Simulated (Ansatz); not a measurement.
# Mg (hcp, Mg type): frozen-phonon scan

Mg (hcp, Mg type)

```yaml
crystal:
  lattice:
    - [3.18616, 0.00000, 0.00000]
    - [-1.59308, 2.75930, 0.00000]
    - [0.00000, 0.00000, 10.44698]
  atoms:
    - { symbol: Mg, position: [0.33333, 0.66667, 0.37500] }
    - { symbol: Mg, position: [0.33333, 0.66667, 0.87500] }
    - { symbol: Mg, position: [0.66667, 0.33333, 0.12500] }
    - { symbol: Mg, position: [0.66667, 0.33333, 0.62500] }
```

The atoms are displaced by Q × the pattern below (from a DFPT mode at A = (0.0, 0.0, 0.5), largest move 1; Q in Å), at fixed cell. It is one choice among 2 degenerate patterns. (q is in reciprocal vectors of the primitive cell; the cell shown is doubled to hold the pattern.)

| atom | x | y | z |
|---|---|---|---|
| Mg1 | 0.000 | 0.000 | 1.000 |
| Mg2 | 0.000 | 0.000 | -1.000 |

Atoms not listed stay in place.

Method: PBE (plane waves to 420 eV, PAW, scalar-relativistic; Ansatz, a quantum-chemistry and plane-wave program). k mesh 17×17×5 (Γ-centred), Fermi-Dirac smearing 0.05 eV. The energy includes the smearing's −TS. Compression counts positive. With partly filled bands, energies and forces of such displacements shift with the k mesh and the smearing. Mg was relaxed with its symmetry unable to fall. The PAW data are Ansatz's earlier set. The zero of ΔE is the undisplaced structure.

```
Q (Å)   ΔE (meV/cell)  −dE/dQ from forces (eV/Å)  P (GPa)
------  -------------  -------------------------  -------
-0.180             93                      1.039      0.4
-0.150             64                      0.862      0.3
-0.120             41                      0.687      0.2
-0.090             23                      0.513      0.1
-0.060             10                      0.341      0.0
-0.030              3                      0.170      0.0
0.000               0                      0.000      0.0
0.030               3                     -0.170      0.0
0.060              10                     -0.341      0.0
0.090              23                     -0.513      0.1
0.120              41                     -0.687      0.2
0.150              64                     -0.862      0.3
0.180              93                     -1.039      0.4
```

What the scan shows:

The energy at Q = 0.180 Å is 93 meV/cell. Space group of the distorted cell: P-6m2 (No. 187), lowered from P6_3/mmc. Symmetry of the curve: even: the same for both signs. Shape of the curve: a single well with its minimum at or next to zero displacement. Harmonic wavenumber from the curvature (finite differences): 178 cm⁻¹. Wavenumber by perturbation theory (DFPT, on another k mesh): 173 cm⁻¹.

(For displaced atoms, the force is minus the slope of the energy, and its curvature is a force constant, which sets phonon frequencies.)
